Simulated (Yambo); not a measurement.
Material: AgCl (space group P2_1/m, No. 11) under isotropic strain of -3 % on all lattice vectors; a = 3.731 Å, b = 3.727 Å, c = 5.252 Å, α = 90.00°, β = 97.28°, γ = 90.00° (4 atoms in the cell). The PBEsol cell relaxed from Materials Project entry mp-570687 was given an isotropic strain of -3 % on all lattice vectors, and the atoms were relaxed again.

With norm-conserving PBEsol (Quantum ESPRESSO, 82 Ry, scalar-relativistic), the gap between the mesh's edge points ((-0.5, 0, -0.5) → Γ) is 0.692 eV.

Question: By how much does one-shot G0W0 (Yambo; 4×4×2 Γ-centred k mesh, bands 9 to 136 and a 7 Ry block in the screening, 136 bands in G with the Bruneval-Gonze terminator, plasmon pole fitted at 27.2 eV) open this gap, and what gap results?

Answer: The correction is 1.386 eV, giving 2.078 eV, 3.0 times the PBEsol value.  Convergence of the G0W0 settings was not tested. Spin-orbit splittings are left out.

This is not the ordinary phase of the substance; no match was found in the copy of COD used, and its stability was not checked.
